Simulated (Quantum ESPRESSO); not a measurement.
## Ge6CSi (input and log of a self-consistent run)

A calculation, not a measurement. The program is pw.x of Quantum ESPRESSO 7.5 (plane-wave density functional theory). The cell is made up: 8 atoms on a zincblende/diamond lattice, with randomly drawn elements, strain and displacements, not relaxed. PseudoDojo standard norm-conserving files (v0.5 for PBE, v0.4.1 for LDA and PBEsol) set the functional; there is no spin polarisation, spin-orbit coupling or dispersion term, and the masses in the input are unused placeholders.

Input:

```
&control calculation='scf', pseudo_dir='./dojo.nc.sr.pbe.v0_5.standard.upf', outdir='./o', disk_io='medium', tprnfor=.true., tstress=.true. /
&system ibrav=0, nat=8, ntyp=3, nbnd=56, ecutwfc=82.02448710, nosym=.true., tot_charge=0,
 occupations='smearing', smearing='fd', degauss=0.0073498644
/
&electrons conv_thr=7.350e-09, electron_maxstep=60, /
ATOMIC_SPECIES
C 1.0 C.upf
Ge 1.0 Ge.upf
Si 1.0 Si.upf
CELL_PARAMETERS angstrom
5.5414 0.0 0.0
0.0 5.5414 0.0
0.0 0.0 5.5414
ATOMIC_POSITIONS angstrom
Ge -0.0479 -0.0348 -0.0066
Ge 0.0214 2.7765 2.7924
C 2.8553 0.0119 2.8084
Si 2.7828 2.8011 0.0629
Ge 1.3032 1.3145 1.3874
Ge 1.3068 4.129 4.1199
Ge 4.0695 1.3973 4.1329
Ge 4.1364 4.2267 1.4182
K_POINTS automatic
6 6 6 1 1 1
```

The log is shortened where brackets say so; the opening notice, blank lines, dates and the lines on written files are dropped, and the path of the files is cut. It prints rydbergs, bohrs and kilobars, and counts compression as positive stress.

```
     Program PWSCF v.7.5
     Parallel version (MPI & OpenMP), running on       1 processor cores
     Number of MPI processes:                 1
     Threads/MPI process:                     1
     [start-up lines left out]
     bravais-lattice index     =            0
     lattice parameter (alat)  =      10.4717  a.u.
     unit-cell volume          =    1148.2993 (a.u.)^3
     number of atoms/cell      =            8
     number of atomic types    =            3
     number of electrons       =        92.00
     number of Kohn-Sham states=           56
     kinetic-energy cutoff     =      82.0245  Ry
     charge density cutoff     =     328.0979  Ry
     scf convergence threshold =      7.3E-09
     mixing beta               =       0.7000
     number of iterations used =            8  plain     mixing
     Exchange-correlation= PBE
                           (   1   4   3   4   0   0   0)
     [axes and pseudopotential details left out]
   Cartesian axes
     site n.     atom                  positions (alat units)
         1        Ge     tau(   1) = (  -0.0086440  -0.0062800  -0.0011910  )
         2        Ge     tau(   2) = (   0.0038618   0.5010467   0.5039160  )
         3        C      tau(   3) = (   0.5152669   0.0021475   0.5068033  )
         4        Si     tau(   4) = (   0.5021836   0.5054860   0.0113509  )
         5        Ge     tau(   5) = (   0.2351752   0.2372144   0.2503699  )
         6        Ge     tau(   6) = (   0.2358249   0.7451186   0.7434764  )
         7        Ge     tau(   7) = (   0.7343812   0.2521565   0.7458224  )
         8        Ge     tau(   8) = (   0.7464540   0.7627495   0.2559281  )
     number of k points=   108  Fermi-Dirac smearing, width (Ry)=  0.0073
     Number of k-points >= 100: set verbosity='high' to print them.
     Dense  grid:   115313 G-vectors     FFT dimensions: (  64,  64,  64)
     Estimated max dynamical RAM per process >     169.03 MB
     Initial potential from superposition of free atoms
     starting charge      91.9944, renormalised to      92.0000
     Starting wfcs are   62 randomized atomic wfcs
     total cpu time spent up to now is       70.8 secs
     per-process dynamical memory:    93.5 Mb
     Self-consistent Calculation
     iteration #  1     ecut=    82.02 Ry     beta= 0.70
     Davidson diagonalization with overlap
     ethr =  1.00E-02,  avg # of iterations =  3.0
     Threshold (ethr) on eigenvalues was too large:
     Diagonalizing with lowered threshold
     Davidson diagonalization with overlap
     ethr =  3.93E-04,  avg # of iterations =  4.4
     total cpu time spent up to now is      438.1 secs
     total energy              =   -1091.93026407 Ry
     estimated scf accuracy    <       0.36508190 Ry
     iteration #  2     ecut=    82.02 Ry     beta= 0.70
     Davidson diagonalization with overlap
     ethr =  3.97E-04,  avg # of iterations =  6.3
     total cpu time spent up to now is      600.7 secs
     total energy              =   -1091.87231358 Ry
     estimated scf accuracy    <       1.22928028 Ry
     iteration #  3     ecut=    82.02 Ry     beta= 0.70
     Davidson diagonalization with overlap
     ethr =  3.97E-04,  avg # of iterations =  3.8
     total cpu time spent up to now is      743.8 secs
     total energy              =   -1092.07424525 Ry
     estimated scf accuracy    <       0.02274007 Ry
     iteration #  4     ecut=    82.02 Ry     beta= 0.70
     Davidson diagonalization with overlap
     ethr =  2.47E-05,  avg # of iterations =  5.6
     total cpu time spent up to now is      904.7 secs
     total energy              =   -1092.07900546 Ry
     estimated scf accuracy    <       0.00379712 Ry
     iteration #  5     ecut=    82.02 Ry     beta= 0.70
     Davidson diagonalization with overlap
     ethr =  4.13E-06,  avg # of iterations =  3.5
     total cpu time spent up to now is     1039.9 secs
     total energy              =   -1092.07964818 Ry
     estimated scf accuracy    <       0.00021591 Ry
     iteration #  6     ecut=    82.02 Ry     beta= 0.70
     Davidson diagonalization with overlap
     ethr =  2.35E-07,  avg # of iterations =  2.5
     total cpu time spent up to now is     1149.8 secs
     total energy              =   -1092.07969946 Ry
     estimated scf accuracy    <       0.00004472 Ry
     iteration #  7     ecut=    82.02 Ry     beta= 0.70
     Davidson diagonalization with overlap
     ethr =  4.86E-08,  avg # of iterations =  2.4
     total cpu time spent up to now is     1262.4 secs
     total energy              =   -1092.07970945 Ry
     estimated scf accuracy    <       0.00000196 Ry
     iteration #  8     ecut=    82.02 Ry     beta= 0.70
     Davidson diagonalization with overlap
     ethr =  2.13E-09,  avg # of iterations =  4.0
     total cpu time spent up to now is     1386.5 secs
     total energy              =   -1092.07970990 Ry
     estimated scf accuracy    <       0.00000032 Ry
     iteration #  9     ecut=    82.02 Ry     beta= 0.70
     Davidson diagonalization with overlap
     ethr =  3.47E-10,  avg # of iterations =  2.1
     total cpu time spent up to now is     1507.5 secs
     total energy              =   -1092.07970996 Ry
     estimated scf accuracy    <       0.00000002 Ry
     iteration # 10     ecut=    82.02 Ry     beta= 0.70
     Davidson diagonalization with overlap
     ethr =  1.92E-11,  avg # of iterations =  3.6
     total cpu time spent up to now is     1641.6 secs
     End of self-consistent calculation
     Number of k-points >= 100: set verbosity='high' to print the bands.
     the Fermi energy is     8.4029 ev
!    total energy              =   -1092.07970996 Ry
     estimated scf accuracy    <          6.7E-09 Ry
     smearing contrib. (-TS)   =      -0.00144241 Ry
     internal energy E=F+TS    =   -1092.07826755 Ry
     The total energy is F=E-TS. E is the sum of the following terms:
     one-electron contribution =    -599.87824198 Ry
     hartree contribution      =     358.79743656 Ry
     xc contribution           =    -268.86778733 Ry
     ewald contribution        =    -582.12967480 Ry
     convergence has been achieved in  10 iterations
     Forces acting on atoms (cartesian axes, Ry/au):
     atom    1 type  2   force =    -0.00471629    0.01764968   -0.02853780
     atom    2 type  2   force =    -0.04064595   -0.02541184   -0.03135564
     atom    3 type  1   force =    -0.02523786   -0.00095560   -0.00947278
     atom    4 type  3   force =    -0.03703538   -0.00958494   -0.00974934
     atom    5 type  2   force =     0.09620515   -0.00913888    0.03651472
     atom    6 type  2   force =     0.11332951    0.05337862    0.00827571
     atom    7 type  2   force =    -0.04011638   -0.04370659   -0.03068516
     atom    8 type  2   force =    -0.06178280    0.01776954    0.06501030
     Total force =     0.214405     Total SCF correction =     0.000421
     Computing stress (Cartesian axis) and pressure
          total   stress  (Ry/bohr**3)                   (kbar)     P=       -8.70
  -0.00007694   0.00008829   0.00000622          -11.32       12.99        0.91
   0.00008829  -0.00005434   0.00008058           12.99       -7.99       11.85
   0.00000622   0.00008058  -0.00004608            0.91       11.85       -6.78
     init_run     :     65.13s CPU     70.72s WALL (       1 calls)
     electrons    :   1482.31s CPU   1570.72s WALL (       1 calls)
     forces       :     11.95s CPU     12.47s WALL (       1 calls)
     stress       :     44.44s CPU     44.67s WALL (       1 calls)
     [timing details left out]
     PWSCF        :  26m44.26s CPU  28m20.20s WALL
     JOB DONE.
```

In other units: free energy -14858.501 eV for the cell, pressure -0.87 GPa, largest force component 2.914 eV/Å. A rerun of a related cell, with the same atoms placed differently, at 1347 eV and a 8 x 8 x 8 mesh moved values by no more than 0.002 eV in energy, 0.03 GPa in stress and 0.011 eV/Å in force.